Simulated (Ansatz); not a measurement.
## Profile along the Cu–Cu line in Cu (fcc, Cu type)

Cu (fcc, Cu type)

```yaml
crystal:
  lattice:
    - [0.00000, 1.81484, 1.81484]
    - [1.81484, 0.00000, 1.81484]
    - [1.81484, 1.81484, 0.00000]
  atoms:
    - { symbol: Cu, position: [0.00000, 0.00000, 0.00000] }
```

Fields along a shortest Cu–Cu line of a {110} plane (2.57 Å), from Cu to Cu, interpolated on the slice's grid (step about 0.2 Å). The numbers are results of PBE (plane waves to 420 eV, PAW, scalar-relativistic; Ansatz, a program for electronic structure), not measurements. k mesh 22×22×22. These are valence fields of a PAW run, semicore shells included where kept as valence: close to a nucleus they are smooth pseudo fields. Cu is run without spin polarisation. Cu was relaxed with its symmetry unable to fall.

```tsv
distance from Cu (Å)	valence electron density (e/Å³)	electron localisation function
0.00	70.23	x
0.13	59.60	x
0.26	37.08	x
0.39	17.93	x
0.51	7.44	0.34
0.64	2.98	0.23
0.77	1.25	0.19
0.90	0.58	0.17
1.03	0.36	0.17
1.16	0.29	0.20
1.28	0.27	0.22
1.41	0.29	0.20
1.54	0.36	0.17
1.67	0.58	0.17
1.80	1.25	0.19
1.93	2.98	0.23
2.06	7.44	0.34
2.18	17.93	x
2.31	37.08	x
2.44	59.60	x
2.57	70.23	x
```

x: too close to a nucleus for the ELF to mean much.

Density on the Cu–Cu line (2.57 Å) at its midpoint: 0.27 e/Å³. ELF at that point: 0.2.
